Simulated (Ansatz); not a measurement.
Method: Ansatz 0.2.0, DFT PBE, scalar-relativistic, plane waves, PAW, and for the lanthanide a 4f-in-core norm-conserving potential. Cutoff 690 eV, Γ-centred meshes of about 0.25 Å⁻¹ or finer for metals and 0.3 Å⁻¹ for insulators (2π included), Gaussian smearing. No spin polarisation.

Relaxed forms of HoAuF4:

Cell 1. Space group P6/mmm (No. 191), hexagonal, a = 4.028 Å, c = 8.341 Å. Ho has 2 F at 2.15 Å and 6 F at 2.33 Å; around Au lie 2 F at 2.02 Å; around F on a site of symmetry -6m2 lie 3 F at 2.33 Å and 3 Ho at 2.33 Å; around F on a site of symmetry 6mm lie 1 Au at 2.02 Å and 1 Ho at 2.15 Å.

Cell 2. Space group P4/mmm (No. 123), tetragonal, a = 3.822 Å, c = 6.177 Å. Ho is surrounded by 8 F at 2.28 Å; Au is surrounded by 8 F at 2.65 Å; F is surrounded by 2 Ho at 2.28 Å, 1 F at 2.50 Å, 2 Au at 2.65 Å and 4 F at 2.70 Å.

Cell 3. Space group P-1 (No. 2), triclinic, a = 4.328 Å, b = 4.328 Å, c = 8.226 Å, α = 83.1°, β = 83.8°, γ = 89.8°. Ho has 6 F at 2.16 Å; around Au lie 2 F at 2.01 Å; around F on a site of symmetry -1 lie 2 Ho at 2.16 Å; F on a second site of symmetry -1 has 2 Ho at 2.16 Å; 1 more site not described.

Their energies and Kohn–Sham gaps, in order of energy:

```
row  ΔE (meV/atom)  gap on mesh (eV)
  a              0              2.76
  b             32              2.51
  c            146              0.90
```

Task: Which row belongs to which cell?

Result: Row a is cell 3, row b is cell 1, row c is cell 2. Counting F atoms around Au and Ho (those within 1.25 times the shortest such distance or 1.15 times the sum of covalent radii, 1.27 where that leaves under three; the shortest distance is added where it exceeds 1.18 times the sum of covalent radii): cell 1 (P6/mmm, 19.5 Å³/atom) has Ho 8, Au 2; cell 2 (P4/mmm, 15.0 Å³/atom) has Ho 8, Au 8 from 2.7 Å; cell 3 (P-1, 25.3 Å³/atom) has Ho 6, Au 2.

Gaps are read on each cell's k mesh and can be smaller between its points; Kohn–Sham gaps at this level usually fall short of measured ones. Spin–orbit coupling, which can matter for Au, is left out. With atoms moved at random, cell 1 (by 31 meV/atom) fell into a lower structure and cell 3 came back. Cell 2 had no clear such test and can be a saddle point.

The lanthanide is trivalent by construction, without f bands, f moments or other valences.
